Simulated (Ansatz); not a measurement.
Nb:
Space group Im-3m (No. 229); a = b = c = 3.2700 Å, α = β = γ = 90.00°

```csv
atom,site,symmetry,x,y,z
Nb,2a,m-3m,0.0000,0.0000,0.0000
```
(The calculation used a cell of 1 atom; values per cell refer to that cell.)

This is the PBEsol-relaxed structure.

All from DFT-PBEsol in the program Ansatz with PAW potentials, unless another level is named. Predict the density of states at the Fermi level.

1.4 states/eV per atom (mean over ±0.08 eV).

Give the gap with spin–orbit coupling.

none (metallic).

Symmetry was held in the PBEsol relaxation. The run is not spin-polarised. Spin–orbit coupling is left out wherever it is not named.

Potentials: the earlier of the program's two PAW sets.
